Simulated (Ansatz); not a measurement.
Starting cell, CsSnI3 (cubic perovskite):

```
CELL_PARAMETERS angstrom
      6.27122     0.00000     0.00000
      0.00000     6.27122     0.00000
      0.00000     0.00000     6.27122
ATOMIC_POSITIONS crystal
  Cs 0.00000 0.00000 0.00000
  Sn 0.50000 0.50000 0.50000
  I  0.00000 0.50000 0.50000
  I  0.50000 0.50000 0.00000
  I  0.50000 0.00000 0.50000
```

Scan: atom 2 (Sn, nearest neighbour I at 3.136 Å; its periodic images, 6.3 Å or more away, move with it) is displaced along Cartesian [111], direction (0.577, 0.577, 0.577) in Cartesian axes, by s. The other atoms stay.

Method: PBE (plane waves to 420 eV, PAW, scalar-relativistic; Ansatz, a first-principles code). k mesh 5×5×5 (Γ-centred), Fermi-Dirac smearing 0.05 eV. E stands for the smeared free energy. CsSnI3 was relaxed with its symmetry unable to fall. Spin-orbit coupling is left out, though I is heavy. The PAW data are Ansatz's earlier set. This is a high-temperature form of CsSnI3. The zero of ΔE is the undisplaced structure.

```csv
s (Å),ΔE (meV/cell)
-0.630,321
-0.504,164
-0.378,70
-0.252,withheld
-0.126,4
0.000,0
0.126,4
0.252,withheld
0.378,70
0.504,164
0.630,321
```

Q: Fit an even polynomial form (powers 2, 4, 6) to the given rows and predict ΔE at s = -0.252.

A: Least squares on the 9 given rows: ΔE = (248.0)·s² + (1840)·s⁴ + (-1076)·s⁶, in meV/cell with s in Å; root-mean-square residual 0.2 meV/cell. At -0.252 the fit gives 23 meV/cell; the calculation gives 22 meV/cell, so the interpolation is off by 1 (+4.5 %). The quadratic term alone would give 16 meV/cell.

(A displaced cell: forces are minus the slopes of the energy, force constants its curvatures, and phonons follow from these.)
